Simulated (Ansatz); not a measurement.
This run works on a generated trial structure, not on a known crystal.

Input and command of a plane-wave DFT calculation in Ansatz:

```yaml
crystal:
  lattice:
    - [5.19729826, 0.0, 0.0]
    - [-2.59864913, 4.50099233, 0.0]
    - [0.0, 0.0, 5.21620024]
  atoms:
    - { symbol: Al, position: [0.1941782, 0.8058218, 0.5] }
    - { symbol: Al, position: [0.1941782, 0.38835639, 0.5] }
    - { symbol: Al, position: [0.61164361, 0.8058218, 0.5] }
    - { symbol: Ga, position: [0.22617387, 0.77382613, 0.0] }
    - { symbol: Ga, position: [0.22617387, 0.45234774, 0.0] }
    - { symbol: Ga, position: [0.54765226, 0.77382613, 0.0] }
    - { symbol: "N", position: [0.0, 0.0, 0.5] }
    - { symbol: "N", position: [0.33333333, 0.66666667, 0.5] }
basis:
  ecutwfc: 420
kpoints:
  mp_grid: { grid: [4, 4, 3] }
hamiltonian:
  xc: pbe
scf:
  occupations: { method: gaussian, width: 0.2 }
  lower_state_search: "off"
output:
  forces: true
  stress: true
  eigenvalues: true
relax:
  adjacent_minimum: "off"
  f_tol: 0.08
  max_steps: 16
  cell: { stress_tol: 0.8 }
```

```bash
ansatz run input.yaml --threads 1 --pin off --max-ram 2560MiB --backend cpu --events-out ev --progress --plain --runs-dir out
```

Processor: Intel(R) Xeon(R) Processor @ 2.50GHz (Skylake/Cascade Lake), 1 thread, on a host shared with other jobs.

**Question.** How long does it run, and how much memory does it take?

**Answer.** About 86 s, peak memory 0.43 GiB. It solves 37 bands at 8 k points (after reduction by symmetry) with about 3637 plane waves (on the last cell), in 68 SCF iterations over 9 ionic steps.
